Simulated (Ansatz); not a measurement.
Here is the system:

AlBRu₃:
```xyz
5
Lattice="4.0123 0.0000 0.0000 0.0000 4.0123 0.0000 0.0000 0.0000 4.0123" Properties=species:S:1:pos:R:3 pbc="T T T"
Al     0.0000     0.0000     0.0000
Ru     0.0000     2.0061     2.0061
Ru     2.0061     0.0000     2.0061
Ru     2.0061     2.0061     0.0000
B      2.0061     2.0061     2.0061
```

This is the PBEsol-relaxed structure.

Problem. All from plane-wave PAW PBEsol (Ansatz code), unless another level is named. Estimate the Young's modulus.

Solution. 289 GPa.

Problem. And the elastic constants (relaxed ions, GPa)?

Solution. C11 = 492, C12 = 121, C44 = 77.7.

Problem. Next, the highest zone-centre frequency?

Solution. 683 cm⁻¹.

Space group Pm-3m (cubic perovskite). The start of the workflow was typed in or built on a structure type; neither database checked (COD, Materials Project) lists it. Whether it is the stable phase at ambient conditions was not checked. Symmetry was held in the PBEsol relaxation. At this level the phase is dynamically unstable (imaginary phonons). No spin polarisation was allowed. The volume moved by -16 % from the start of the relaxation. As this level gives no gap, shear constants depend on the k-mesh and smearing (Fermi–Dirac, 0.1 eV here). As this level gives no gap, phonon frequencies hold no LO–TO term and depend on the k-mesh and smearing (Fermi–Dirac, 0.1 eV here).

Potentials: the later of the program's two PAW sets.
